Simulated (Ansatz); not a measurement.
A geometry of GaPt away from equilibrium: the start of the relaxation of a relaxed GaPt cell, doubled along one cell vector, shaken by Gaussian noise of σ = 0.08 Å a coordinate. Method: PBE (plane waves to 420 eV, PAW, scalar-relativistic; Ansatz, an electronic-structure program). Γ-centred k-mesh 11×11×6 on the run's cell (coarser than for final values), Fermi–Dirac smearing 0.05 eV.

```xyz
4
Lattice="0.0000 2.5840 2.5840 2.5840 0.0000 2.5840 5.1680 5.1680 0.0000" Properties=species:S:1:pos:R:3 pbc="T T T"
Ga    -0.0881     0.1318     0.0067
Ga     2.5212     2.7215     0.0344
Pt     2.6865     2.5228     2.6150
Pt     5.1446     5.1074     2.5651
```

Question: Give the Cartesian forces on all atoms (eV/Å).

Answer: 
```tsv
atom	Fx	Fy	Fz
Ga1	0.28	-0.94	-0.01
Ga2	0.69	-1.05	-0.08
Pt3	-0.67	0.90	0.04
Pt4	-0.30	1.09	0.05
```

Question: What is the pressure?

Answer: +3.4 GPa, compression positive.

Question: How far above the relaxed end point is this geometry?

Answer: 0.06 eV/atom; the path ends in Fm-3m (No. 225) (rock salt type).

No spin polarisation in the result.

The end of the path is a generated cell of GaPt: the first start was made by placing the elements on the sites of a structure type, and the end was not matched to a known phase here, so it may be hypothetical.
